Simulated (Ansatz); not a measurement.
TePb (zinc blende, F-43m), a = 7.206 Å, b = 7.206 Å, c = 7.206 Å, α = 90.00°, β = 90.00°, γ = 90.00°; the cell used has 2 atoms.

Relaxed with PBEsol.

Task: Give the optical modes at the zone centre with their infrared activity from DFPT, plane-wave PAW PBEsol (Ansatz code).

Result: Transverse frequencies, without the LO–TO term; a row sums one degenerate level.

```
ω (cm⁻¹)  degeneracy  IR ((D/Å)²/amu)  activity  symmetry
--------  ----------  ---------------  --------  --------
105                3             3.59        IR        T2
```

Task: How high does the top mode go among those that the LO–TO term moves?

Result: 118 cm⁻¹ for q along x.

The start of the workflow was typed in or built on a structure type; neither database checked (COD, Materials Project) lists it. It is not the phase usual at ambient conditions (space group No. 225). The cell was relaxed with PBEsol under the symmetry of its start. At this level the phase is mechanically unstable. Spin–orbit coupling is left out wherever it is not named.

Potentials: the earlier of the program's two PAW sets. The files were generated under PBE; for other functionals the program regenerates the frozen cores, and for LDA and PBEsol the local potential too.
